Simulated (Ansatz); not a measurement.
SrO — XPS core lines

Cell: an entry of the Crystallography Open Database (COD) whose atoms were relaxed with PBE, the cell held, repeated to a supercell; a hole's nearest image is 7.3 Å away.

Space group Fm-3m (No. 225); a = 5.1326 Å.

| site | Wyckoff | site symmetry | x | y | z |
| --- | --- | --- | --- | --- | --- |
| Sr1 | 4b | m-3m | 0.5000 | 0.5000 | 0.5000 |
| O9 | 4a | m-3m | 0.0000 | 0.0000 | 0.0000 |

One atom of each set is listed; the run and its k-mesh use a cell of 16 atoms with edges of 7.26, 7.26, 7.26 Å.

All values are calculated (Ansatz; DFT, PBE, plane waves and PAW, scalar-relativistic, 420 eV cutoff, Γ-centred 3×3×3 k-points, fixed occupations), not measured.

Each value is a total-energy difference between the cell with one core hole and the ground state (ΔSCF), counted from the top of the valence band. The cell with the hole is spin-polarised, as the shell with the hole is left with one unpaired spin. The periodic images are corrected with the calculated ε∞ = 3.79.

Task: What binding energies does the calculation give for Sr 3d, O 1s?

Result: 

| line | atom | first shell | E_B (eV) | j = l + ½ / j = l − ½ (eV) |
| --- | --- | --- | --- | --- |
| Sr 3d | 1 | 6 O at 2.57 Å | 130.3 | 129.6 / 131.3 |
| O 1s | 9 | 6 Sr at 2.57 Å | 526.6 | – |

For p, d and f shells E_B is the weighted mean of the two lines, whose splitting comes from the free atom's Dirac orbitals.

The program doubts some values: the cell is too small to check the potential alignment. Absolute PBE values can be off by an eV or more, and the 3d and 4f lines of heavy atoms by several eV. Multiplets, satellites and widths aren't calculated.
